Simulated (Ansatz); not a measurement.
ZnS (wurtzite)

```
ZnS
1.0
    3.84511     0.00000     0.00000
   -1.92255     3.32996     0.00000
    0.00000     0.00000     6.30566
Zn S
2 2
Direct
  0.66667   0.33333   0.99985
  0.33333   0.66667   0.49985
  0.66667   0.33333   0.62535
  0.33333   0.66667   0.12535
```

The slice is a (-1 1 0 2) plane (indices of the conventional cell) through the point (0.333, 0.667, 0.125) (fractional), spanned by u = [110] and v = [1 -1 1] in vectors of this cell: u (3.85 Å) and v (9.17 Å, at 90° to u). It covers one period; positions are fractions (u, v).

Computed with PBE (plane waves to 420 eV, PAW, scalar-relativistic; Ansatz, a quantum-chemistry and plane-wave program). k mesh 10×10×5. Near the nuclei the fields are pseudised (PAW); where an atom keeps semicore shells as valence, they peak there. ZnS was relaxed with its symmetry unable to fall.

**Question.** Sketch the electrostatic potential energy of an electron, from the cell's mean on this plane as a map.

**Answer.** 
```
|xxxxxxxx----::::----xxxxxx|
|xxxxxx  ..xxxxxxxx..  xxxx|
|xxxx  ..xxxxxxxxxxxx..  xx|
|======..xxxxxxxxxxxx..====|
|%%##**..xxxxxxxxxxxx..**##|
|@@%%**--xxxxxxxxxxxx--**%%|
|@@%%##==  xxxxxxxx  ==##%%|
|@@@@%%##==..xxxx..==##%%@@|
|@@@@@@%%##**++++**##%%@@@@|
|@@@@@@@@%%%%####%%%%@@@@@@|
|@@@@@@@@@@%%%%%%%%@@@@@@@@|
|@@@@@@@@@@@@%%%%@@@@@@@@@@|
|@@@@@@@@%%%%####%%%%@@@@@@|
|@@@@@@%%##**++++**##%%@@@@|
|####%%##++::    ::++##%%##|
|--==++++::xxxxxxxx::++++==|
|xxxx::::xxxxxxxxxxxx::::xx|
|xxxxxx..xxxxxxxxxxxx..xxxx|
|xxxxxx..xxxxxxxxxxxx..xxxx|
|xxxx  --::xxxxxxxx::--  xx|
|xx  ==**++--....--++**==  |
|++**##%%##**++++**##%%##**|
|%%%%%%@@%%%%%%%%%%%%@@%%%%|
|@@@@@@@@@@@@@@@@@@@@@@@@@@|
|@@@@@@@@@@@@@@@@@@@@@@@@@@|
|%%%%@@@@@@@@@@@@@@@@@@@@%%|
|##%%%%@@@@@@@@@@@@@@@@%%%%|
|==++**%%@@@@@@@@@@@@%%**++|
|xxxx..**%%@@@@@@@@%%**..xx|
|xxxxxx..##@@@@@@@@##..xxxx|
|xxxxxxxx++%%%%%%%%++xxxxxx|
|xxxxxxxx==********==xxxxxx|
```
Scale: ten equal steps from -1.00 (start of ' ') to 7.29 (end of '@'), in the order ' .:-=+*#%@'. Values: electrostatic potential energy of an electron, from the cell's mean, in eV. The map has 13 points along u (two characters each, u = 0 at the left) and 32 along v (v = 0 in the bottom row). Points within 1 Å of a nucleus are blanked (x), as the pseudised field means little there. Values under -1 eV are set to -1. The zero, the cell's mean, hangs on the PAW cores.
